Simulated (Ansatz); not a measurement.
TiSb$_{2}$:
```
TiSb2
1.0
   -3.34817     3.34817     2.90115
    3.34817    -3.34817     2.90115
    3.34817     3.34817    -2.90115
Sb Ti
4 2
Direct
  0.65175   0.15175   0.80349
  0.15175   0.34825   0.50000
  0.34825   0.84825   0.19651
  0.84825   0.65175   0.50000
  0.25000   0.25000   0.00000
  0.75000   0.75000   0.00000
```

Relaxed with r²SCAN.

### Question
Map the electron localisation function on the plane through (0.152, 0.348, 0.500) spanned by u = [0, 0, 1] and v = [1, -1, 0] in lattice vectors, from plane-wave PAW r²SCAN (Ansatz code).

### Answer
x is the fraction of u, y of v (the angle between them is 90°; rows are the nearest grid lines); atoms in the plane: Sb at (0.00, 0.00), Sb at (0.00, 0.70), Ti at (0.50, 0.10), Ti at (0.50, 0.60).
```
|00014578621112321112687541000|
|00134566422222222222466543100|
|33445554222334443322245554433|
|77776421112344444321112467777|
|88876421112344444321112467888|
|33445553222334443322235554433|
|01234565422222222222456543210|
|00014578621112221112687541000|
|00135687312689898621378653100|
|44456773115861016851137765444|
|44556542014873137841024565544|
|11112222211368886311222221111|
|11234567775321112357776543211|
|66655555678864446887655555666|
|88654444556765456765544445688|
|99644333445665556654433344699|
|98654444556765456765544445689|
|44555566788753235788766555544|
|12234567776421112467776543221|
|11112232211257775211223221111|
|44556542014884248841024565544|
|33445785214873137841258754433|
|00135687312798889721378653100|
|00014578621112321112687541000|
```
Scale: ten equal steps from 0.000 (start of '0') to 0.730 (end of '9'), in the order '0123456789'; x runs from 0.000 to 1.00, y from 0.000 (bottom) to 1.00 (top).

The density is the valence pseudo-density with augmentation charge, so density and ELF within about 1 Å of a nucleus are not all-electron values.

Space group I4/mcm. The workflow started from an entry of the Crystallography Open Database (COD, 293 K). Whether it is the stable phase at ambient conditions was not checked. The r²SCAN relaxation kept the symmetry of its start; its stability against distortions is not shown here. No spin polarisation was allowed. Spin–orbit coupling is left out wherever it is not named.

Potentials: the later of the program's two PAW sets.
